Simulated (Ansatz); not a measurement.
GaSb:
```
GaSb
1.0
    4.32144     0.00000     0.00000
   -2.16072     3.74247     0.00000
    0.00000     0.00000     7.12503
Ga Sb
2 2
Direct
  0.66667   0.33333   0.50050
  0.33333   0.66667   0.00050
  0.66667   0.33333   0.87440
  0.33333   0.66667   0.37440
```

Relaxed with r²SCAN. Special points in fractions of this cell's reciprocal vectors: Γ (0.000, 0.000, 0.000); M (0.500, 0.000, 0.000); K (0.333, 0.333, 0.000); A (0.000, 0.000, 0.500); L (0.500, 0.000, 0.500); H (0.333, 0.333, 0.500).

Problem. List the band energies nearest the valence-band maximum at these points for the program Ansatz at the r²SCAN with spin–orbit coupling level (PAW).

Solution. In eV from the valence-band maximum; about four levels below and three above (degenerate sets whole), none deeper than 8.9 eV; points with the same levels are listed once.

```tsv
k	below	above
Γ	-0.14 -0.14 0.00 0.00	0.19 0.19 0.19 0.19
M	-2.66 -2.66 -1.52 -1.52	0.78 0.78 1.71 1.71
K	-3.30 -3.30 -3.18 -2.98 -2.98	1.70 1.70 3.63
A	-0.81 -0.81 -0.81 -0.81	0.86 0.86 0.86 0.86
L	-2.29 -2.29 -2.29 -2.29	0.72 0.72 0.72 0.72
H	-2.11 -2.11 -2.02 -2.02	1.38 1.38 1.46 1.46
```

Space group P6_3mc (wurtzite). The first step of the workflow began from a Materials Project structure, measured or hypothetical; the Crystallography Open Database copy checked does not list it. It is not the phase usual at ambient conditions (space group No. 216). The r²SCAN relaxation kept the symmetry of its start; its stability against distortions is not shown here.

Potentials: the later of the program's two PAW sets.
